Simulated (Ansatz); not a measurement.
The elements of this relaxed trial crystal are hidden behind letters.

```
lattice vectors (Å)
   4.4479    0.0000    0.0000
   0.0000    4.4479    0.0000
   0.0000    0.0000    5.7037
fractional positions
X 0.5000 0.5000 0.3873
Z 0.0000 0.0000 0.9325
Q 0.0000 0.5000 0.0637
Q 0.5000 0.0000 0.0637
Q 0.0000 0.0000 0.5218
```

Method: Ansatz, DFT PBE, scalar-relativistic, plane waves, PAW. The final run on the 5-atom cell used 420 eV, a Γ-centred 8×8×8 mesh, 0.10 eV smearing and no spin polarisation.

```
Space group                              : P4mm (No. 99)
Conventional cell                        : a = 4.448 Å, c = 5.704 Å
Volume per atom                          : 22.57 Å³
Density                                  : 4.88 g/cm³
Formation energy                         : −0.66 eV/atom
Gap on the 8×8×8 mesh of the 5-atom cell : 0 eV (a metal)
```

Energies are uncorrected and count from the elements' standard states at the same level.

Question: X is an s-block element of period 4, Z is a d-block element of period 6 and Q is a p-block element of period 3. Which elements are they?

Answer: X = Ca, Z = Pt, Q = S, so the formula is CaPtS3. Density times volume gives a mean mass of 4.88 × 22.57/1.6605 = 66.3 u per atom, and this set has 66.3 u. Ca has 4 S at 2.89 Å and 4 S at 3.24 Å; Pt is surrounded by 5 S at 2.34–2.35 Å; S on a site of symmetry 2mm is surrounded by 2 Pt at 2.35 Å and 2 Ca at 2.89 Å; 1 more site not described. Other sets within the hints have nearly the same mass, so mass alone doesn't settle it; this one was computed.

Spin–orbit coupling, which can matter for Pt, is left out. Symmetry constrained the relaxation, so the result can be a saddle point.
